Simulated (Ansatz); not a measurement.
Relaxed NiSi$_{2}$ (fluorite type, space group Fm-3m):

```xyz
3
Lattice="0.0000 2.7223 2.7223 2.7223 0.0000 2.7223 2.7223 2.7223 0.0000" Properties=species:S:1:pos:R:3 pbc="T T T"
Ni     0.0000     0.0000     0.0000
Si     1.3611     1.3611     1.3611
Si     4.0834     4.0834     4.0834
```

In this cell atom 3 (Si, nearest neighbour Ni at 2.358 Å; its periodic images, 3.8 Å or more away, move with it) is moved by s along Cartesian [111], unit vector (0.577, 0.577, 0.577); all other atoms and the cell stay fixed.

Method: PBE (plane waves to 420 eV, PAW, scalar-relativistic; Ansatz, a first-principles code). k mesh 12×12×12 (Γ-centred), Fermi-Dirac smearing 0.05 eV. The energy includes the smearing's −TS. With partly filled bands, energies and forces of such displacements shift with the k mesh and the smearing. NiSi2 is run without spin polarisation. NiSi2 was relaxed with its symmetry unable to fall. The zero of ΔE is the undisplaced structure. The last digit holds for this mesh only.

```json
[
 {"s (Å)": "-0.240", "ΔE (meV/cell)": "179.9"},
 {"s (Å)": "-0.192", "ΔE (meV/cell)": "118.4"},
 {"s (Å)": "-0.144", "ΔE (meV/cell)": "68.3"},
 {"s (Å)": "-0.096", "ΔE (meV/cell)": "31.1"},
 {"s (Å)": "-0.048", "ΔE (meV/cell)": "8.0"},
 {"s (Å)": "0.000", "ΔE (meV/cell)": "0.0"},
 {"s (Å)": "0.048", "ΔE (meV/cell)": "8.6"},
 {"s (Å)": "0.096", "ΔE (meV/cell)": "36.2"},
 {"s (Å)": "0.144", "ΔE (meV/cell)": "85.6"},
 {"s (Å)": "0.192", "ΔE (meV/cell)": "159.9"},
 {"s (Å)": "0.240", "ΔE (meV/cell)": "262.8"}
]
```

### Question
What force constant k = d²E/ds² at s = 0 does the table give?

### Answer
7.2 eV/Å². It is the second difference of the nearest points, corrected with the next pair.

### Question
With k = 7.19 eV/Å² from the forces, is the well harmonic out to s = 0.240 Å?

### Answer
½ks² = 207 meV/cell against the computed 263 meV/cell, so the well is stiffer than harmonic there.

(A displaced cell: forces are minus the slopes of the energy, force constants its curvatures, and phonons follow from these.)
